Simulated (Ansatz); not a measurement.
Relaxed-ion elastic tensor of Zn$_{3}$N$_{2}$ (anti-bixbyite, Ia-3) in GPa (Voigt order), the program Ansatz at the PBEsol level (PAW); density 6.55 g/cm³, 11.37 Å³ per atom.

```
 216   116   116   0.0   0.0   0.0
 116   216   116   0.0   0.0   0.0
 116   116   216   0.0   0.0   0.0
 0.0   0.0   0.0  72.1   0.0   0.0
 0.0   0.0   0.0   0.0  72.1   0.0
 0.0   0.0   0.0   0.0   0.0  72.1
```

### Question
Is the crystal mechanically stable?

### Answer
Yes: the smallest eigenvalue of C is 72.1 GPa.

### Question
Work out the Voigt, Reuss and Hill averages.

### Answer
K_V = 149, K_R = 149, K_H = 149; G_V = 63.2, G_R = 61.2, G_H = 62.2 GPa.

### Question
Give Young's modulus, Poisson's ratio, Pugh's ratio and the universal anisotropy index.

### Answer
E = 9KG/(3K + G) = 164 GPa; ν = 0.32; K/G = 2.40 (ductile by the Pugh limit of 1.75); A_U = 5G_V/G_R + K_V/K_R − 6 = 0.17.

### Question
Estimate the sound speeds and the Debye temperature.

### Answer
v_l = √((K + 4G/3)/ρ) = 5950 m/s, v_t = √(G/ρ) = 3080 m/s, mean 3450 m/s; Θ = (h/k)(3n/4πV)^(1/3) v_m = 457 K.

### Question
Give the Zener ratio and Young's modulus along [100], [110] and [111].

### Answer
A = 2C44/(C11 − C12) = 1.45; 1/E = S11 − 2(S11 − S12 − S44/2)Γ with Γ = 0, 1/4, 1/3 gives 134, 170, 186 GPa.

### Question
Solve the Christoffel equation for the three sound speeds along [100], [110], [111].

### Answer
Eigenvalues of C_ijkl n_j n_l equal ρv². In km/s, slowest first: [100] 3.32, 3.32, 5.74; [110] 2.76, 3.32, 6.03; [111] 2.96, 2.96, 6.12.

The PBEsol relaxation kept the symmetry of its start. As this level gives no gap, shear constants depend on the k-mesh and smearing (Fermi–Dirac, 0.1 eV here).

Potentials: the later of the program's two PAW sets.
